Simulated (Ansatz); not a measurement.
Input:

CaTiO₃:
```
CaTiO3
1.0
    2.72901     1.57559     4.53354
   -2.72901     1.57559     4.53354
    0.00000    -3.15119     4.53354
Ca Ti O
2 2 6
Direct
  0.27878   0.27878   0.27878
  0.77878   0.77878   0.77878
  0.01782   0.01782   0.01782
  0.51782   0.51782   0.51782
  0.74845   0.18024   0.32499
  0.32499   0.74845   0.18024
  0.18024   0.32499   0.74845
  0.82499   0.68024   0.24845
  0.24845   0.82499   0.68024
  0.68024   0.24845   0.82499
```

This is the PBE-relaxed structure. Tensor components refer to the Cartesian frame of this cell.

Task: All from plane-wave PAW PBE (Ansatz code), unless another level is named. Give the smallest direct gap on the standard path.

Result: 3.09 eV.

Task: Next, the band gap?

Result: 2.99 eV (indirect).

Task: Next, the weight of the valence-edge state by species (Voronoi cells)?

Result: O 95 %, Ca 3 %.

Task: Predict the conduction-band minimum.

Result: off the standard path, at k = (-0.073, -0.073, 0.031).

Task: Predict the valence-band maximum.

Result: at F.

Space group R3c. The start of the workflow was typed in or built on a structure type; neither database checked (COD, Materials Project) lists it. COD files the formula under space group No. 11, 62, 65, 140, 221, so this cell is another polymorph or a model. Whether it is the stable phase at ambient conditions was not checked. The PBE relaxation kept the symmetry of its start; its stability against distortions is not shown here. The workflow began spin-polarised and lost its moments.

Potentials: the later of the program's two PAW sets.
